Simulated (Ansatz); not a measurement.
La3Tl:
```
La3Tl
1.0
    5.06857     0.00000     0.00000
    0.00000     5.06857     0.00000
    0.00000     0.00000     5.06857
Tl La
1 3
Direct
  0.00000   0.00000   0.00000
  0.00000   0.50000   0.50000
  0.50000   0.00000   0.50000
  0.50000   0.50000   0.00000
```

Relaxed with r²SCAN.

Task: Map the electron localisation function on the plane through (0.000, 0.000, 0.000) spanned by u = [1, 1, 0] and v = [1, 0, 1] in lattice vectors, from DFT-r²SCAN in the program Ansatz with PAW potentials.

Result: x is the fraction of u, y of v (the angle between them is 60°; rows are the nearest grid lines); atoms in the plane: Tl at (0.00, 0.00), La at (0.50, 0.50), La at (0.00, 0.50), La at (0.50, 0.00).
```
y \ x   0.000  0.0833  0.194  0.278  0.361  0.444  0.556  0.639  0.722  0.806  0.917   1.00
------  -----  ------  -----  -----  -----  -----  -----  -----  -----  -----  -----  -----
1.00    0.040   0.200  0.370  0.125  0.777  0.336  0.336  0.777  0.125  0.370  0.200  0.040
0.917   0.200   0.200  0.334  0.327  0.208  0.837  0.624  0.837  0.208  0.327  0.350  0.200
0.833   0.333   0.350  0.352  0.385  0.194  0.180  0.723  0.655  0.180  0.194  0.396  0.333
0.778   0.349   0.378  0.377  0.235  0.144  0.097  0.209  0.256  0.113  0.112  0.190  0.349
0.694   0.190   0.190  0.284  0.132  0.419  0.435  0.140  0.269  0.172  0.220  0.490  0.190
0.611   0.836   0.490  0.147  0.231  0.823  0.812  0.723  0.187  0.200  0.502  0.822  0.836
0.528   0.023   0.822  0.138  0.138  0.822  0.207  0.624  0.655  0.113  0.337  0.624  0.023
0.472   0.023   0.624  0.337  0.113  0.655  0.624  0.207  0.822  0.138  0.138  0.822  0.023
0.389   0.836   0.822  0.502  0.200  0.187  0.723  0.812  0.823  0.231  0.147  0.490  0.836
0.306   0.190   0.490  0.220  0.172  0.269  0.140  0.435  0.419  0.132  0.284  0.190  0.190
0.222   0.349   0.190  0.112  0.113  0.256  0.209  0.097  0.144  0.235  0.377  0.378  0.349
0.167   0.333   0.396  0.194  0.180  0.655  0.723  0.180  0.194  0.385  0.352  0.350  0.333
0.0833  0.200   0.350  0.327  0.208  0.837  0.624  0.837  0.208  0.327  0.334  0.200  0.200
0.000   0.040   0.200  0.370  0.125  0.777  0.336  0.336  0.777  0.125  0.370  0.200  0.040
```

The density is the valence pseudo-density with augmentation charge, so density and ELF within about 1 Å of a nucleus are not all-electron values.

Space group Pm-3m (Cu3Au type). The workflow started from an entry of the Crystallography Open Database (COD). Whether it is the stable phase at ambient conditions was not checked. Symmetry was held in the r²SCAN relaxation; its stability against distortions is not shown here. Scalar-relativistic: spin–orbit coupling is off unless named, which matters more the heavier the elements.

Potentials: the later of the program's two PAW sets.
